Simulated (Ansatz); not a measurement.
Consider the following.

Sc$_{2}$GeB$_{2}$:
```
Sc2GeB2
1.0
    3.14997     0.00000     0.00000
   -1.57499     2.72796     0.00000
    0.00000     0.00000     7.81634
Sc Ge B
2 1 2
Direct
  0.33333   0.66667   0.71681
  0.33333   0.66667   0.28319
  0.00000   0.00000   0.00000
  0.00000   0.00000   0.50000
  0.66667   0.33333   0.50000
```

This is the PBEsol-relaxed structure.

Problem. All from plane-wave PAW PBEsol (Ansatz code), unless another level is named. Give the highest zone-centre frequency.

Solution. 810 cm⁻¹.

Problem. Give the bulk modulus (Birch–Murnaghan fit).

Solution. 1340 kbar.

Space group P-6m2. The start of the workflow was typed in or built on a structure type; neither database checked (COD, Materials Project) lists it. Its standing as an ambient phase is unchecked. The cell was relaxed with PBEsol under the symmetry of its start; whether a distortion lowers the energy is not shown. The run is not spin-polarised. As this level gives no gap, phonon frequencies hold no LO–TO term and depend on the k-mesh and smearing (Fermi–Dirac, 0.1 eV here).

Potentials: the earlier of the program's two PAW sets. The files were generated under PBE; for other functionals the program regenerates the frozen cores, and for LDA and PBEsol the local potential too.
